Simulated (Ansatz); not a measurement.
Theory: Ansatz 0.2.0, DFT, PBEsol, plane waves (420 eV) with PAW, scalar-relativistic. (PAW data from PBE, frozen cores regenerated.)

An element in the hcp structure gives this curve. The cell is scaled uniformly from the relaxed one, with fractional coordinates and shape fixed. Energies are extrapolated to zero smearing, pressures are those at the given smearing. Magnetic state: spin not included.

```
V (Å³/atom)  E − E₀ (meV/atom)  P (GPa)
     50.977               24.0     1.27
     53.294               10.0     0.80
     55.611                2.3     0.39
     57.928                0.0     0.04
     60.245                2.5    -0.27
     62.562                9.2    -0.55
     64.880               19.5    -0.79
```

(1) Which element is it?
A. barium
B. lanthanum
C. calcium
D. sodium

Results:

(1) A. Its fit is V₀ = 57.81 Å³/atom, B₀ = 8.3 GPa, B₀′ = 2.4.
